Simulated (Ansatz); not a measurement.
Here is the system:

HfO$_{2}$ (fluorite, Fm-3m), a = b = c = 5.002 Å, α = β = γ = 90.00°; the cell used has 3 atoms.

This is the LDA-relaxed structure.

Task: All from LDA in the plane-wave PAW code Ansatz, unless another level is named. Estimate the electron effective mass.

Result: 0.68, 0.68, 1.1 mₑ (principal values).

Task: Next, the weight of the conduction-edge state by species (Voronoi cells)?

Result: Hf 51 %, O 49 %.

Task: What about the weight of the valence-edge state by species (Voronoi cells)?

Result: O 97 %, Hf 3 %.

This is a known high-temperature phase of the composition, computed here at zero pressure and temperature. The cell was relaxed with LDA under the symmetry of its start. At this level the phase is dynamically unstable (imaginary phonons). The run is not spin-polarised. Scalar-relativistic: spin–orbit coupling is off unless named, which matters more the heavier the elements.

Potentials: the earlier of the program's two PAW sets.

Edges and masses are those of Kohn–Sham bands, whose gap is no quasiparticle gap.
